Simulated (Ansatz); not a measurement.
NbIr (rock salt, Fm-3m) under volume change, the program Ansatz at the PBE level (PAW), scaled uniformly.

```tsv
V (Å³/atom)	E − E(relaxed) (meV/atom)	P (GPa)
16.662	[?]	[?]
17.211	46.1	14.23
17.761	10.9	6.54
18.310	0.0	0.00
18.859	[?]	[?]
19.409	37.1	-10.27
19.958	79.4	-14.27
```

Task: Some entries are withheld; supply them.

Result: 
- 18.859, E − E(relaxed) (meV/atom): 9.8
- 18.859, P (GPa): -5.55
- 16.662, E − E(relaxed) (meV/atom): 110.0
- 16.662, P (GPa): 23.28

Task: What does a third-order Birch–Murnaghan fit give for V₀, B₀ and B′?

Result: V₀ = 18.31 Å³/atom, B₀ = 200 GPa, B′ = 4.4.

The start of the workflow was typed in or built on a structure type; neither database checked (COD, Materials Project) lists it. COD files the formula under space group No. 123. Its standing as an ambient phase is unchecked. The cell was relaxed with PBE under the symmetry of its start; whether a distortion lowers the energy is not shown. The run is not spin-polarised. Spin–orbit coupling is left out wherever it is not named.

Potentials: the later of the program's two PAW sets.
